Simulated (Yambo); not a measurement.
Yambo run on a free-standing CdO$_{2}$H$_{2}$ monolayer (symmetry P-3m1, slab cell 17.3 Å high). The wavefunctions are norm-conserving PBEsol (Quantum ESPRESSO, 102 Ry, with spin-orbit coupling) ones on a 6×6×1 mesh (34 occupied bands); a = b = 3.509 Å, c = 17.300 Å, α = β = 90.00°, γ = 120.00°.

Yambo input:

```
rim_cut
gw0
dyson
el_el_corr
HF_and_locXC
ppa
em1d
rim_w
RandQpts= 1000000
RandGvec= 2 Ry
CUTGeo= "slab z"
EXXRLvcs= 102 Ry
VXCRLvcs= 408 Ry
Chimod= "HARTREE"
% BndsRnXp
 9 | 188 |
%
NGsBlkXp= 5 Ry
% LongDrXp
 1.0 | 1.0 | 0.0 |
%
RandGvecW= 1000 mRy
PPAPntXp= 27.2114 eV
% GbndRnge
 1 | 188 |
%
GTermKind= "BG"
DysSolver= "n"
ExtendOut
% QPkrange
 1 | 1 | 34 | 35 |
%
```

k points by index: 1 = Γ.

Resulting energies as the program prints them:

```
#    K-point    Band    Eo [eV]    E [eV]    E-Eo [eV]    Vxc [eV]    Vnlxc [eV]    Sc|Eo [eV]    Sc|E [eV]    dSc/dw|Eo [eV]    Re(Z)    Im(Z)
#
    1    34    0.000000    -1.584497    -1.584497    -21.73980    -27.53636    3.827366    4.212058    -6.605815    0.804658    -0.001464
    1    35    2.231226    3.464764    1.233538    -8.665054    -5.282641    -1.990723    -2.148876    -3.488547    0.886365    -0.958852E-3
```
(The two width columns are left out.) Convergence of these settings isn't established.

Geometry relaxed with PBEsol.

This is a model layer cut from the bulk structure; whether it is stable on its own was not checked.
